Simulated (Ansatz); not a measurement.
**Property card for Ni$_{3}$C**

Ni3C:
Space group R-3c, hexagonal axes (No. 167); a = b = 4.531 Å, c = 12.801 Å, α = β = 90.00°, γ = 120.00°

```tsv
atom	site	symmetry	x	y	z
Ni	18e	.2	0.3270	0.3270	0.7500
C	6b	-3.	0.0000	0.0000	0.0000
```
(The calculation used a cell of 8 atoms; values per cell refer to that cell.)

Space group R-3c (No. 167); conventional cell a = b = 4.531 Å, c = 12.801 Å, α = β = 90.00°, γ = 120.00°.

Method: PBEsol in the plane-wave PAW code Ansatz. Geometry: relaxed at this level of theory. Other levels are named where they apply.

Cell and energy:

```yaml
volume_per_atom: 9.48 Å³
density: 8.23 g/cm³
Formation energy from the elements (no fitted shifts): 0.015 eV/atom
```

Electronic structure:

```yaml
electronic_character: metallic (no gap)
Density of states at the Fermi level: 0.72 states/eV per atom (mean over ±0.08 eV)
```

Magnetism:

```yaml
magnetic_order: non-magnetic (starting moments vanished)
```

Mechanics:

```yaml
Bulk modulus (Birch–Murnaghan fit): 223 GPa
Pressure derivative B′: 5.5
```

The workflow started from an entry of the Crystallography Open Database (COD). Whether it is the stable phase at ambient conditions was not checked. The PBEsol relaxation kept the symmetry of its start; whether a distortion lowers the energy is not shown. The workflow began spin-polarised and lost its moments. The references are the lowest solids computed at this level, not always the standard phases.

Potentials: the later of the program's two PAW sets.
